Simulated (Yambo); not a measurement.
## How GW settings move the gap: MgO

G0W0@PBEsol for MgO (rock salt, space group Fm-3m, No. 225) in Yambo. Reference settings: 6×6×6 Γ-centred k mesh, bands 2 to 71 and a 14 Ry block in the screening, 71 bands in G with the Bruneval-Gonze terminator, plasmon pole fitted at 27.2 eV. The PBEsol gap Γ → Γ on this mesh is 4.66 eV; G0W0 gaps are taken between the same points.

```
change from the reference     G0W0 gap Γ → Γ (eV)  shift of the valence edge (eV)  rough Yambo cost
----------------------------  -------------------  ------------------------------  ----------------
reference settings                           7.21                           -1.52                 1
25 bands in G                                7.27                           -1.60                 –
wavefunctions cut at 25 Ry                   7.21                           -1.41         about 1/2
no point-group symmetry                      7.20                           -1.51          about 5×
25 bands in G, no terminator                 6.86                           -0.79                 –
no terminator                                7.09                           -1.32                 –
```

The reference isn't shown to be the converged limit. Costs are rough (shared machines), scaled to the same edge states, and given only for runs that recompute the screening.

Geometry relaxed with PBEsol; primitive cell a = 2.9789 Å, b = 2.9789 Å, c = 2.9789 Å, α = 60.00°, β = 60.00°, γ = 60.00°.

A shift is the quasiparticle energy of the state minus its PBEsol energy.
